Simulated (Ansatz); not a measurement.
BaTiO3:
```xyz
5
Lattice="3.9555 0.0000 0.0000 0.0000 3.9555 0.0000 0.0000 0.0000 4.0460" Properties=species:S:1:pos:R:3 pbc="T T T"
Ba     1.9777     1.9777     2.3577
Ti     0.0000     0.0000     0.3962
O      0.0000     1.9777     0.2563
O      1.9777     0.0000     0.2563
O      0.0000     0.0000     2.2361
```

Relaxed with PBEsol. Special points in fractions of this cell's reciprocal vectors: Γ (0.000, 0.000, 0.000); X (0.000, 0.500, 0.000); M (0.500, 0.500, 0.000); Z (0.000, 0.000, 0.500); R (0.000, 0.500, 0.500); A (0.500, 0.500, 0.500).

**Question.** List the band energies nearest the valence-band maximum at these points for the program Ansatz at the PBEsol with spin–orbit coupling level (PAW).

**Answer.** In eV from the valence-band maximum; about four levels below and three above (degenerate sets whole), none deeper than 8.9 eV; points with the same levels are listed once.

| k | below | above |
|---|---|---|
| Γ | -0.36 -0.36 -0.32 -0.32 | 1.85 1.85 2.22 2.22 |
| X | -1.16 -1.16 -0.98 -0.98 | 2.34 2.34 3.66 3.66 |
| M | -0.91 -0.91 -0.04 -0.04 | 3.75 3.75 3.77 3.77 |
| Z | -0.70 -0.70 -0.66 -0.66 | 1.98 1.98 3.66 3.66 |
| R | -0.87 -0.87 -0.27 -0.27 | 3.69 3.69 3.71 3.71 |
| A | -0.22 -0.22 0.00 0.00 | 4.31 4.31 4.32 4.32 |

Space group P4mm. The cell was relaxed with PBEsol under the symmetry of its start. No spin polarisation was allowed.

Potentials: the earlier of the program's two PAW sets. The files were generated under PBE; for other functionals the program regenerates the frozen cores, and for LDA and PBEsol the local potential too.
